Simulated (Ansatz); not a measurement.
Compressing Hg$_{4}$Pt: a fit and a missing row

Hg$_{4}$Pt, Im-3m, a = 6.230 Å. The structure is a COD entry; whether it is the stable form wasn't checked. Ansatz: PBEsol, PAW, 420 eV, Γ-centred 8×8×8 mesh on 5 atoms, Gaussian smearing 0.10 eV; no spin polarisation. Symmetry fixes shape and atoms, so the cell is only scaled; pressure is positive in compression.

| V (Å³/atom) | P (GPa) |
| --- | --- |
| 21.277 | ? |
| 22.002 | 10.08 |
| 22.728 | 6.01 |
| 23.453 | 2.67 |
| 24.179 | -0.05 |
| 24.904 | -2.26 |
| 25.629 | -4.05 |
| 26.596 | -5.90 |

Problem. Take V0 = 24.179 Å³/atom, count pressures from its P0 = -0.05 GPa, fit the third-order Birch–Murnaghan form to the other rows, and predict the missing pressure.

Solution. With the Eulerian strain f = ½[(V0/V)^(2/3) − 1] and y = (P − P0)/[3f(1 + 2f)^(5/2)], the form is the line y = B0 + 1.5 B0 (B0′ − 4) f. Rows (f, y): 0.03246, 88.9; 0.02106, 86.5; 0.01027, 83.9; -0.00975, 79.4; -0.01904, 77.2; -0.03077, 74.3. Means f = 0.0007050, y = 81.700; Σ(Δf)² = 0.003004, ΣΔfΔy = 0.6932; the slope is their ratio. y = 81.54 + 230.8 f GPa, so B0 = 81.5 GPa and B0′ = 4 + 2 × (230.8)/(3 × 81.54) = 5.89. At V = 21.277, f = 0.04449, y = 91.81 and P = 15.11 GPa. The run gave 15.06 GPa, so the fit is 0.05 GPa too high, a small miss on the scale of the series.

Spin–orbit coupling is left out, which can shift energies with elements as heavy as these.

Cost: 8 runs of about 2 core-minutes in all, on Arm Neoverse V1 (shared hosts).